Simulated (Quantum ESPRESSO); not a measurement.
# AlSi2PC4: a curve over strain

A calculation, not a measurement. The program is pw.x of Quantum ESPRESSO 7.5 (plane-wave density functional theory). The cell is made up: 8 atoms on a zincblende/diamond lattice, with randomly drawn elements, strain and displacements, not relaxed. PseudoDojo standard norm-conserving files (v0.5 for PBE, v0.4.1 for LDA and PBEsol) set the functional; there is no spin polarisation, spin-orbit coupling or dispersion term, and the masses in the input are unused placeholders.

Seven runs add a strain to one cell (shear xy, as the tensor component); the atoms follow the cell and are not relaxed. Stress in the table is positive in tension.

Input of the run at -0.0034:

```
&control calculation='scf', pseudo_dir='./dojo.nc.sr.pbe.v0_5.standard.upf', outdir='./o', disk_io='medium', tprnfor=.true., tstress=.true. /
&system ibrav=0, nat=8, ntyp=4, nbnd=22, ecutwfc=82.02448710, nosym=.true., tot_charge=0,
 occupations='smearing', smearing='fd', degauss=0.0018374661
/
&electrons conv_thr=7.350e-09, electron_maxstep=60, /
ATOMIC_SPECIES
Al 1.0 Al.upf
C 1.0 C.upf
P 1.0 P.upf
Si 1.0 Si.upf
CELL_PARAMETERS angstrom
4.3634 0.0428 0.0752
0.0428 4.3381 0.0421
0.0751 0.0418 4.4932
ATOMIC_POSITIONS angstrom
Al 0.0399 0.0847 0.035
Si -0.006 2.0981 2.2399
Si 2.1758 -0.0726 2.2791
P 2.1235 2.2516 0.1339
C 1.1366 1.0023 1.1568
C 1.1877 3.4145 3.5682
C 3.3719 1.2046 3.4112
C 3.3694 3.3857 1.2281
K_POINTS automatic
4 4 4 1 1 1
```

| added strain | free energy less that of the input shown (eV) | stress xx (GPa) | stress yy (GPa) | stress zz (GPa) | stress xy (GPa) | pressure (GPa) | iterations |
| --- | --- | --- | --- | --- | --- | --- | --- |
| -0.0160 | -0.0003 | -11.02 | -7.51 | -3.59 | -3.12 | 7.37 | 12 |
| -0.0133 | -0.0070 | -11.03 | -7.55 | -3.56 | -1.76 | 7.38 | 12 |
| -0.0073 | -0.0096 | -11.10 | -7.69 | -3.49 | 1.25 | 7.43 | 12 |
| -0.0034 | 0.0000 | -11.20 | -7.83 | -3.48 | 3.23 | 7.50 | 12 |
| +0.0093 | 0.0875 | -11.80 | -8.57 | -3.55 | 9.65 | 7.97 | 12 |
| +0.0115 | 0.1112 | -11.94 | -8.73 | -3.57 | 10.77 | 8.08 | 12 |
| +0.0204 | 0.2360 | -12.66 | -9.53 | -3.76 | 15.29 | 8.65 | 12 |

A cubic fit gives a slope of stress xy against the added strain of 505 GPa at zero added strain, with the atoms clamped. Across the table the free energy follows the integral of the stress to within 1.3 meV. A rerun of one of the cells at 1347 eV and a 6 x 6 x 6 mesh moved values by no more than 0.007 eV in energy, 0.06 GPa in stress and 0.004 eV/Å in force.